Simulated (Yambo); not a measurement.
Yambo run on K2S3 (space group Cmc2_1, No. 36). The wavefunctions come from this Quantum ESPRESSO step (PBEsol, PseudoDojo standard norm-conserving files, scalar-relativistic):

```
&CONTROL
  calculation = 'nscf'
  pseudo_dir = './pseudo'
  outdir = './out'
/
&SYSTEM
  ibrav = 0
  nat = 10
  ntyp = 2
  ecutwfc = 74.0
  ecutrho = 296.0
  occupations = 'fixed'
  force_symmorphic = .true.
  nbnd = 284
/
&ELECTRONS
  conv_thr = 1e-08
  diago_full_acc = .true.
  diago_thr_init = 1e-08
/
ATOMIC_SPECIES
S 32.0600 S.upf
K 39.0983 K.upf
CELL_PARAMETERS angstrom
  3.640170000000  -5.046305000000   0.000000000000
  3.640170000000   5.046305000000   0.000000000000
  0.000000000000   0.000000000000   7.414680000000
ATOMIC_POSITIONS crystal
S   0.386870000000   0.072270000000   0.501300000000
S   0.613130000000   0.927730000000   0.001300000000
S   0.927730000000   0.613130000000   0.501300000000
S   0.072270000000   0.386870000000   0.001300000000
S   0.799200000000   0.200800000000   0.843700000000
S   0.200800000000   0.799200000000   0.343700000000
K   0.419100000000   0.580900000000   0.656990000000
K   0.580900000000   0.419100000000   0.156990000000
K   0.894200000000   0.105800000000   0.387410000000
K   0.105800000000   0.894200000000   0.887410000000
K_POINTS automatic
2 2 2 0 0 0
```

Yambo input:

```
rim_cut
gw0
dyson
el_el_corr
HF_and_locXC
ppa
em1d
RandQpts= 1000000
RandGvec= 1 Ry
EXXRLvcs= 74 Ry
VXCRLvcs= 296 Ry
Chimod= "HARTREE"
% BndsRnXp
 1 | 283 |
%
NGsBlkXp= 6 Ry
% LongDrXp
 1.0 | 1.0 | 1.0 |
%
PPAPntXp= 27.2114 eV
% GbndRnge
 1 | 283 |
%
GTermKind= "BG"
DysSolver= "n"
ExtendOut
% QPkrange
 1 | 1 | 36 | 37 |
 2 | 2 | 36 | 37 |
 3 | 3 | 36 | 37 |
 4 | 4 | 36 | 37 |
 5 | 5 | 36 | 37 |
 6 | 6 | 36 | 37 |
%
```

k points by index: 1 = Γ, 2 = (0, 0, -0.5), 3 = (0, -0.5, 0), 4 = (0, -0.5, -0.5), 5 = (-0.5, -0.5, 0), 6 = (-0.5, -0.5, -0.5).

Table of the .qp output:

```
#    K-point    Band    Eo [eV]    E [eV]    E-Eo [eV]    Vxc [eV]    Vnlxc [eV]    Sc|Eo [eV]    Sc|E [eV]    dSc/dw|Eo [eV]    Re(Z)    Im(Z)
#
    1    36    -0.311852    -1.289649    -0.977797    -11.76110    -14.58696    1.592388    1.848064    -7.114425    0.792735    -0.001564
    1    37    1.447513    2.132017    0.684504    -11.46835    -7.496630    -3.117627    -3.287216    -6.740657    0.801463    -0.001445
    2    36    -0.209778    -1.232598    -1.022820    -12.01142    -14.99666    1.693538    1.962423    -7.152651    0.791853    -0.001561
    2    37    1.987732    2.753868    0.766136    -11.53028    -7.214700    -3.357692    -3.549447    -6.809590    0.799839    -0.001473
    3    36    0.000000    -1.014408    -1.014408    -12.32182    -15.33419    1.728851    1.997971    -7.218257    0.790345    -0.001552
    3    37    2.595590    3.347842    0.752252    -11.31034    -6.823850    -3.546901    -3.734241    -6.775512    0.800641    -0.001480
    4    36    -0.199238    -1.212152    -1.012914    -11.98067    -14.96591    1.705395    1.972330    -7.170212    0.791449    -0.001571
    4    37    2.274264    3.039055    0.764791    -11.57349    -7.195500    -3.420749    -3.613195    -6.846126    0.798981    -0.001494
    5    36    -0.071210    -1.053268    -0.982058    -12.26358    -15.15006    1.643871    1.904423    -7.218667    0.790335    -0.001555
    5    37    1.230909    1.929097    0.698188    -11.02953    -6.964738    -3.197766    -3.366599    -6.579039    0.805296    -0.001426
    6    36    -0.230713    -1.228232    -0.997519    -12.02349    -14.94517    1.661626    1.924165    -7.160963    0.791662    -0.001558
    6    37    1.992346    2.733942    0.741595    -11.55253    -7.298774    -3.326367    -3.512159    -6.816156    0.799684    -0.001472
```
(The two width columns are left out.) Convergence of these settings isn't established.

Geometry of the Materials Project entry, not relaxed at this level.
